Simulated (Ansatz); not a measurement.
Relaxed candidate structures of La2O3:

A. P-6m2 (No. 187), hP5; a = 5.232 Å, b = 5.232 Å, c = 3.802 Å, α = 90.00°, β = 90.00°, γ = 120.00°; La 1a (0.000, 0.000, 0.000); La 1f (0.667, 0.333, 0.500); O 3k (0.166, 0.332, 0.500); ferromagnetic

B. P6₃/mmc (No. 194), hP10; a = 3.903 Å, b = 3.903 Å, c = 12.034 Å, α = 90.00°, β = 90.00°, γ = 120.00°; La 2a (0.000, 0.000, 0.000); La 2c (0.333, 0.667, 0.250); O 2b (0.000, 0.000, 0.250); O 4f (0.667, 0.333, 0.089); non-magnetic

C. P2₁ (No. 4), mP10; a = 4.441 Å, b = 4.373 Å, c = 9.424 Å, α = γ = 90.00°, β = 96.32°; La 2a (0.284, 0.464, 0.631); La 2a (0.131, 0.483, 0.150); O 2a (0.033, 0.479, 0.895); O 2a (0.651, 0.452, 0.253); O 2a (0.223, 0.819, 0.421); non-magnetic

D. R32, hexagonal axes (No. 155), hR5; a = 5.989 Å, b = 5.989 Å, c = 8.650 Å, α = 90.00°, β = 90.00°, γ = 120.00°; O 9d (0.290, 0.290, 0.000); La 6c (0.000, 0.000, 0.210); non-magnetic

Task: Order them by energy per atom (lowest first) at the level r2SCAN (plane waves to 500 eV, PAW, scalar-relativistic; Ansatz, a program for electronic structure).

Result: C (reference), B (+0.018 eV/atom), D (+0.025 eV/atom), A (+1.24 eV/atom)

Task: Which candidates are metallic at this level, and what gaps do the others have?

Result: No gap: A. B: 3.97 eV (no spin-orbit coupling); C: 3.75 eV (no spin-orbit coupling); D: 3.78 eV (no spin-orbit coupling).

The lowest structure calculated, P-3m1, hP5, non-magnetic, is not among these; it lies 0.14 eV/atom below the lowest of them. 1 run with a doubtful electronic state, a coarser numerical grid, an end not at rest or a source that can't be used is left out. Each run could gain symmetry but not lose that of its start, so entries can be saddle points. All of these are generated cells (placed on structure types, drawn at random, substituted or restacked) that were not matched to a known phase here. Each structure is listed in the lowest spin state found for it. Static energies at zero pressure. Each cell has its own k-point mesh; energy differences are given only to the digits this allows. Spin states reached: ferromagnetic, non-magnetic; non-magnetic ones ran without spin or lost their moments; spin orders were not searched systematically. No Hubbard U is applied. Gaps of cells over 8 atoms come from the SCF mesh and high-symmetry points alone.
